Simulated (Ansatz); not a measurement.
GeRh (CsCl type, Pm-3m), PBE (plane waves, PAW; program Ansatz), all energies at zero smearing, with the estimated change up to a 700 eV cutoff added, with one set of potentials and settings (totals compare only within such a set). Cell of 2 atoms (1 Rh, 1 Ge): -10698.456 eV.

```
element             reference phase  E (eV/atom)
-------  --------------------------  -----------
Rh       Fm-3m, 1 atoms in the cell   -6402.8911
Ge       Fd-3m, 2 atoms in the cell   -4294.9847
```

Formation energy per atom, worked out: (-10698.456 − 1×(-6402.8911) − 1×(-4294.9847))/2 = -0.290 eV/atom (-28 kJ per mol of atoms), at 0 K, without zero-point energy or fitted corrections.

The cell is a constructed one: a structure type filled with these elements; neither database checked (COD, Materials Project) lists it. COD files the formula under space group No. 62, so this cell is another polymorph or a model. Whether it is the stable phase at ambient conditions was not checked. The PBE relaxation kept the symmetry of its start; its stability against distortions is not shown here. No spin polarisation was allowed. The references are the lowest solids computed at this level, not always the standard phases.

Potentials: the later of the program's two PAW sets.
